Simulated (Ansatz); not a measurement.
Relaxed-ion elastic tensor of AlCo (CsCl type, Pm-3m) in GPa (Voigt order), the program Ansatz at the PBEsol level (PAW); density 6.34 g/cm³, 11.25 Å³ per atom.

```
304  138  138  0.0  0.0  0.0
138  304  138  0.0  0.0  0.0
138  138  304  0.0  0.0  0.0
0.0  0.0  0.0  153  0.0  0.0
0.0  0.0  0.0  0.0  153  0.0
0.0  0.0  0.0  0.0  0.0  153
```

Task: Is the crystal mechanically stable?

Result: Yes: the smallest eigenvalue of C is 153 GPa.

Task: Work out the Voigt, Reuss and Hill averages.

Result: K_V = 193, K_R = 193, K_H = 193; G_V = 125, G_R = 114, G_H = 120 GPa.

Task: Give Young's modulus, Poisson's ratio, Pugh's ratio and the universal anisotropy index.

Result: E = 9KG/(3K + G) = 298 GPa; ν = 0.24; K/G = 1.62 (brittle by the Pugh limit of 1.75); A_U = 5G_V/G_R + K_V/K_R − 6 = 0.46.

Task: Estimate the sound speeds and the Debye temperature.

Result: v_l = √((K + 4G/3)/ρ) = 7460 m/s, v_t = √(G/ρ) = 4340 m/s, mean 4820 m/s; Θ = (h/k)(3n/4πV)^(1/3) v_m = 640 K.

Task: Give the Zener ratio and Young's modulus along [100], [110] and [111].

Result: A = 2C44/(C11 − C12) = 1.83; 1/E = S11 − 2(S11 − S12 − S44/2)Γ with Γ = 0, 1/4, 1/3 gives 218, 311, 363 GPa.

The PBEsol relaxation kept the symmetry of its start. The workflow began spin-polarised and lost its moments. As this level gives no gap, shear constants depend on the k-mesh and smearing (Fermi–Dirac, 0.1 eV here).

Potentials: the later of the program's two PAW sets.
